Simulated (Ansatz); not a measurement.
GaNi₃, in the lowest among the structures calculated here: Pm-3m (No. 221), cP4, Cu3Au type; a = b = c = 3.529 Å, α = β = γ = 90.00°; Ga 1a (0.000, 0.000, 0.000); Ni 3c (0.000, 0.500, 0.500). These are PBEsol (plane waves to 420 eV, PAW, scalar-relativistic; Ansatz, a quantum-chemistry and plane-wave program) values and carry that method's errors. Element references, the lowest calculated here: Ni (Fm-3m, ferromagnetic), Ga (Cmce).

Total energies (eV/atom, σ → 0; comparable only within this code, potentials and settings):

```tsv
phase	E (eV/atom)
GaNi3 (Pm-3m)	-5289.848
Ni (Fm-3m)	-5804.974
Ga (Cmce)	-3743.203
GaNi (Pm-3m)	-4774.500
```

Q: What is the formation energy of this Pm-3m form of GaNi3 from the elements?

A: E_f = -5289.848 − [1 × (-3743.203) + 3 × (-5804.974)] / 4 = -0.32 eV/atom (-1.3 eV per formula unit).

Q: Is it stable against the other phases calculated?

A: Yes: the most favourable decomposition, GaNi3 → GaNi + 2 Ni (Ni Fm-3m, GaNi Pm-3m), costs 0.11 eV/atom.

Q: Over what range of chemical potentials is GaNi3 stable among the phases calculated here? Give the corners of its window as Δμ = μ − μ(element).

A: 
```json
[
 {"in equilibrium with": "Ni", "Δμ(Ga) (eV)": "-1.3", "Δμ(Ni) (eV)": "0.0"},
 {"in equilibrium with": "GaNi", "Δμ(Ga) (eV)": "-0.6", "Δμ(Ni) (eV)": "-0.2"}
]
```

At every corner Σ nΔμ equals the formation energy, about -1.3 eV per formula unit; the corners carry the error of several atoms' energies, a few 0.01 eV.

This is the hull of the energies calculated here, no anion corrections; phases that were not calculated are missing from it. Values are rounded to 0.01 eV/atom. Spin states reached: ferromagnetic, non-magnetic; non-magnetic ones ran without spin or lost their moments; spin orders were not searched systematically.
